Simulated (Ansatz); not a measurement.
An Ansatz input:

```yaml
crystal:
  lattice:
    - [2.28121809, 0.0, 0.0]
    - [0.0, 2.28121809, 0.0]
    - [0.0, 0.0, 2.28121809]
  atoms:
    - { symbol: Cr, position: [0.0, 0.0, 0.0], spin: 1.5 }
hamiltonian:
  xc: lda
  pseudopotentials:
    kind: paw
    azcp:
      Cr: "pseudopotentials/Cr.paw.azcp"
basis:
  ecutwfc: 420
  fft_grid_basis: typed
kpoints:
  mp_grid: { grid: [22, 22, 22], shift: [0, 0, 0] }
magnetization:
  spin_polarized: true
scf:
  occupations: { method: fermi_dirac, width: 0.05 }
output:
  write_density: true
  write_potential: true
  elf: true
  volumetric_format: npy
```

Output

```
Warning: the record states the generating functional pbe (its physics header spells it `PBE`), which answers neither for hamiltonian.xc's functional nor for the lda family's — results may be inconsistent (PPs are generated against a specific XC)
Engine: ansatz 0.2.0, aarch64-unknown-linux-gnu
Pseudopotentials: kind: paw
Pseudopotential: Cr, paw, valence charge 14, recommended cutoff 420 eV (normal) 
Functional definition: SPW92
  exchange = slater_x
  correlation = pw_c
Crystal: 1 atoms, lattice volume = 11.871 Å³
Basis set: ecut = 420 eV, 251 PW (Γ)
Bands: 12, of which v1, the nominal top of the filled ones, is band 7 counted from 1 (6 counted from 0)
Symmetry: 48 space group operations
Space group: Pm-3m (ITA 221), of the structure as read, at distance tolerance 2.3e-5 Å
Magnetic group: BNS 221.92 (UNI 1594), of the structure as read, at distance tolerance 2.3e-5 Å
k-points: 364 of 10648
Non-local potential: Cr, projectors of the file, l = 0: 3, l = 1: 2, l = 2: 3, l = 3: 1
PAW form: soft (Blöchl's): semilocal exchange-correlation on the pseudo side does not see the compensation charge
PAW frozen core: Cr, regenerated for the run's functional, and the local potential with it (the file was generated under x = pbe(κ = 0.804, μ = 0.2195149727645171), c = pbe(β = 0.06672455060314922))
PAW one-centre angular grid: Cr, 590 points (default); XC on 64 Gauss nodes
Initial density: superposition of atomic densities (chi_scale 0.1, normalization cell)
Starting moments: Σ|m| = 1.5 μB on 1 of 1 site
Initial wavefunctions: pseudopotential atomic-orbital guess
Functional: x = slater, c = lda
SCF iter   1: F=—  HF=-3324.385691 eV  |F-HF|=—  |Δ(HF+E_count)|=         —  Δρ=2.06e-1 (↑2.06e-1 ↓6.36e-2)  dr2=4.25e0  dr2_m=1.31e0  M=0.166 μB ∫|m|=0.166 μB  β_m=0.30  ethr=3.10e-3  ⟨swp⟩=3.8  Hψ=40767  notcnv=0
Mixer restart at iter 1: flushing history
SCF iter   2: F=—  HF=-3322.552166 eV  |F-HF|=—  |Δ(HF+E_count)|=    1.83e0  Δρ=1.23e-1 (↑1.23e-1 ↓4.94e-2)  dr2=1.18e0  dr2_m=6.32e-1  M=0.162 μB ∫|m|=0.162 μB  β_m=0.50  ethr=3.10e-3  ⟨swp⟩=2.8  Hψ=22423  notcnv=0  defer=227
SCF iter   3: F=—  HF=-3321.979141 eV  |F-HF|=—  |Δ(HF+E_count)|=   5.73e-1  Δρ=2.84e-2 (↑2.84e-2 ↓2.45e-2)  dr2=2.10e-2  dr2_m=6.74e-2  M=0.079 μB ∫|m|=0.079 μB  β_m=0.66  ethr=3.10e-3  ⟨swp⟩=2.4  Hψ=15180  notcnv=0  defer=227
SCF iter   4: F=—  HF=-3322.023593 eV  |F-HF|=—  |Δ(HF+E_count)|=   4.45e-2  Δρ=3.60e-3 (↑1.57e-3 ↓3.60e-3)  dr2=1.48e-3  dr2_m=4.26e-4  M=0.011 μB ∫|m|=0.011 μB  β_m=0.83  ethr=1.50e-4  ⟨swp⟩=2.7  Hψ=22113  notcnv=0  defer=155
SCF iter   5: F=—  HF=-3322.025831 eV  |F-HF|=—  |Δ(HF+E_count)|=   2.24e-3  Δρ=9.31e-4 (↑3.07e-4 ↓9.31e-4)  dr2=6.49e-5  dr2_m=2.68e-5  M=0.002 μB ∫|m|=0.002 μB  β_m=0.82  ethr=1.06e-5  ⟨swp⟩=2.3  Hψ=12792  notcnv=0  defer=155
SCF iter   6: F=—  HF=-3322.025800 eV  |F-HF|=—  |Δ(HF+E_count)|=   3.16e-5  Δρ=3.76e-4 (↑3.76e-4 ↓3.20e-4)  dr2=4.16e-5  dr2_m=9.68e-8  M=0.000 μB ∫|m|=0.000 μB  β_m=0.79  ethr=4.63e-7  ⟨swp⟩=2.0  Hψ=13961  notcnv=0  defer=155
SCF iter   7: F=—  HF=-3322.025793 eV  |F-HF|=—  |Δ(HF+E_count)|=   7.24e-6  Δρ=9.50e-5 (↑9.50e-5 ↓2.00e-5)  dr2=8.91e-7  dr2_m=2.32e-7  M=0.000 μB ∫|m|=0.000 μB  β_m=0.89  ethr=2.97e-7  ⟨swp⟩=2.2  Hψ=10977  notcnv=0  defer=155
SCF iter   8: F=—  HF=-3322.025793 eV  |F-HF|=—  |Δ(HF+E_count)|=   1.18e-7  Δρ=1.83e-5 (↑1.83e-5 ↓3.47e-6)  dr2=3.15e-8  dr2_m=1.02e-8  M=0.000 μB ∫|m|=0.000 μB  β_m=0.95  ethr=6.37e-9  ⟨swp⟩=2.3  Hψ=11099  notcnv=0  defer=155
SCF iter   9: F=—  HF=-3322.025793 eV  |F-HF|=—  |Δ(HF+E_count)|=   5.74e-9  Δρ=1.44e-6 (↑1.44e-6 ↓7.68e-7)  dr2=4.35e-10  dr2_m=1.29e-11  M=-0.000 μB ∫|m|=0.000 μB  β_m=0.97  ethr=2.25e-10  ⟨swp⟩=2.2  Hψ=11102  notcnv=0  defer=155
SCF iter  10: F=-3322.025793 eV  HF=-3322.025793 eV  |F-HF|=0.00e0  |Δ(HF+E_count)|=  2.64e-11  Δρ=5.35e-8 (↑4.23e-8 ↓5.35e-8)  dr2=6.35e-13  dr2_m=6.03e-14  M=-0.000 μB ∫|m|=0.000 μB  ethr=3.11e-12  ⟨swp⟩=1.9  Hψ=26321  notcnv=0
SCF 1 converged in 10 iterations: F = -3322.025793 eV  dr2 = 6.35e-13
WARN: the starting moments were not kept: the SCF closed with an absolute magnetisation of 4.2e-7 μB, where they sum to 1.5 μB in size (1 site). That is at most 0.1 of that sum. Measured as dr2_m measures the in/out step, that magnetisation stands 1.2e-13 eV from none, at or under the dr2_threshold of 1.0e-7 eV: it is no larger than a step whose dr2_m would equal this threshold. The system may hold no moment; this SCF shows only that its start led to no more than that. To try another start: raise the starting moments (crystal.atoms[].spin, magnetization.per_species, magnetization.initial_magnetization, or on a non-collinear deck that types none of these the spinor_matrix: blocks that start its atoms; where the total moment is fixed, keep their sum and leave initial_magnetization as it is; typed ones take the place of any that the run laid by itself, positive ones on a crystal's lanthanoids without a Hubbard term where scf.initial_density.shell_occupations: [] is typed) or, if the notice of its spin-set hold's release reads "site moments contracting" or "site moments show no strong build", lengthen the hold (scf.mixing.spin_hold: { on: { confirm: 4 } }; for m-r²SCAN on two components see the key's manual first). Each may lead to a state that holds a moment. A second SCF, from the converged charge density, with the starting moments and any scf.initial_density.shell_occupations laid on it anew, would have followed, and was not run: the deck does not ask for one (magnetization.retry_lost_moments is false, the default). To let it run, set magnetization.retry_lost_moments: true and run the deck again, where that key's refused combinations let it; where memory then withholds it, that run's warning says so.
SCF converged after 10 iterations
Magnetization: -0.0000 μB (7.0000 up, 7.0000 down)
Absolute magnetization: 0.0000 μB (∫|ρ↑−ρ↓|, with the PAW one-centre terms)
Spin contamination: 0.0000 ħ² per cell (⟨S²⟩ above its minimum at these occupations)
Per-site moments (μB) at R_I (Å): [(-3.3321734380167927e-7, 0.941002462125)]
Free energy (F): -3322.025793 eV
Harris-Foulkes:  -3322.025793 eV  (|F-HF|=0.00e0)
Internal energy: -3322.014552 eV  (E = F + TS)
E sigma→0 (E₀):  -3322.020172 eV
Entropy (-TS):   -0.011240 eV (-11.240 meV/atom)
Fermi energy:    18.536477 eV
--- Per-component energies (eV) ---
  E_band       = -152.115155
  E_kinetic    = 346.940326
  E_local      = -1274.022945  (includes V_loc(G=0)·N_el)
  E_nonlocal   = 86.920886
  E_hartree    = 555.841379
  E_xc         = -139.071568
  E_vxc        = -178.401815  (∫ρ·V_xc dr)
  E_paw        = -1143.831203  (= ΣΔE_a)
  E_vpaw       = -245.234732  (= ΣTr[D̂ρ^β])
  E_aug_tail   = 0.000329  (compensation charges beyond the density's cutoff)
  E_ewald      = -1755.156880
  E_core_change = 0.365125  (= ΣΔE_core)
  E_smearing   = -0.011240  (= −TS)
  E_closure    = 0.000000  (closes the sum)
  Σ components = -3322.025793   (vs F -3322.025793, Δ=0.00e0)
--- Band table (eV; the first three rows and the last of 728) ---
  k-point 0 ↑: bands = ["-52.6023", "-23.5305", "-23.5305", "-23.5305", "10.9609", "15.0351", "15.0351", "21.2303", "21.2303", "21.2303", "39.0100", "39.0100"]
  k-point 1 ↑: bands = ["-52.5979", "-23.5585", "-23.5281", "-23.5281", "11.0317", "15.0510", "15.0902", "21.1778", "21.1778", "21.2343", "38.3343", "39.1161"]
  k-point 2 ↑: bands = ["-52.5849", "-23.6400", "-23.5211", "-23.5211", "11.2399", "15.0977", "15.2532", "21.0273", "21.0273", "21.2462", "36.8726", "39.4284"]
  k-point 363 ↓: bands = ["-51.9672", "-24.4626", "-24.4626", "-24.4626", "15.2120", "15.2120", "15.2120", "22.8756", "22.8756", "29.9322", "33.6075", "33.6075"]
```
